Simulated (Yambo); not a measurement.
Na3BrO (anti-perovskite, space group Pm-3m, No. 221); a = 4.5331 Å, b = 4.5331 Å, c = 4.5331 Å, α = 90.00°, β = 90.00°, γ = 90.00°. With the G0W0 scissor the direct gap on the mesh is 3.74 eV.

**Question.** Does this run resolve the lowest exciton, and if so, what are its energy and binding? (Yambo, PBEsol bands; 8×8×8 mesh, 6 valence and 3 conduction bands, static screening with 54 bands and a 3 Ry block, scissor 1.78 eV, Tamm-Dancoff.)

**Answer.** No. The lowest state covers only about 2 of the 512 k points, so the mesh doesn't resolve it: its energy and its distance from the direct gap are mesh artefacts. An extended exciton needs a far denser mesh. The scissor comes from a G0W0 run whose convergence isn't established. Spin-orbit splittings are left out. The cell is held in this high symmetry; tilts and polar distortions were not searched.

Geometry of the Materials Project entry, not relaxed at this level.

The structure is a Materials Project entry; no match was found in the copy of COD used, and its stability was not checked.
